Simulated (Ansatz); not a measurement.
Rb2NiF6 (space group Fm-3m), energy against volume

Rb2NiF6 (space group Fm-3m)

```cif
data_F24Ni4Rb8
_chemical_formula_sum 'Rb8 Ni4 F24'
_space_group_name_H-M_alt 'Fm-3m'
_space_group_IT_number 225
_space_group_name_Hall '-F 4 2 3'
_cell_length_a 8.42117
_cell_length_b 8.42117
_cell_length_c 8.42117
_cell_angle_alpha 90.000
_cell_angle_beta 90.000
_cell_angle_gamma 90.000
loop_
_atom_site_label
_atom_site_type_symbol
_atom_site_symmetry_multiplicity
_atom_site_Wyckoff_symbol
_atom_site_fract_x
_atom_site_fract_y
_atom_site_fract_z
_atom_site_occupancy
Rb1 Rb 8 c 0.25000 0.25000 0.25000 1
Ni1 Ni 4 a 0.00000 0.00000 0.00000 1
F1 F 24 e 0.00000 0.00000 0.21195 1
```
(The calculation used a cell of 9 atoms; values per cell refer to that cell.)

The volume is varied about the relaxed value V₀ at fixed cell shape. The atoms relax within the cell's symmetry.

The numbers are results of PBEsol (plane waves to 420 eV, PAW, scalar-relativistic; Ansatz, an electronic-structure program), not measurements. k mesh 7×7×7 (Γ-centred), Fermi-Dirac smearing 0.05 eV. E stands for the smeared free energy. Stress and pressure are positive under compression. Rb2NiF6 is run without spin polarisation and with no Hubbard U. Rb2NiF6 was relaxed with its symmetry unable to fall. The zero of ΔE is the relaxed starting cell.

| V (Å³/cell) | ΔE (kJ/mol of atoms) | P (GPa) |
|---|---|---|
| 125.41 | 3.70 | 5.57 |
| 131.38 | 1.87 | 3.59 |
| 137.36 | 0.75 | 2.07 |
| 143.33 | 0.17 | 0.90 |
| 149.30 | 0.00 | 0.00 |
| 155.27 | 0.14 | -0.70 |
| 161.24 | 0.52 | -1.22 |
| 167.22 | 1.09 | -1.62 |
| 173.19 | 1.80 | -1.91 |

What the scan shows:

| Property | Value |
|---|---|
| Pressure at the smallest volume | 5.57 GPa |
| Energy cost of the largest compression | 38.3 meV/atom |
| Energy cost of the largest expansion | 18.7 meV/atom |
| Bulk modulus B₀ (third-order Birch-Murnaghan fit) | 19.6 GPa |
| Pressure derivative B₀′ (fit) | 5.6 |
| Equilibrium volume of the fit | 16.59 Å³/atom |
| Pressure for 5 % compression (fit) | 1.2 GPa |

The 9 points together took roughly 6 core-minutes.

(A scan under strain: stresses follow from slopes of the energy per volume, elastic moduli from its curvatures.)
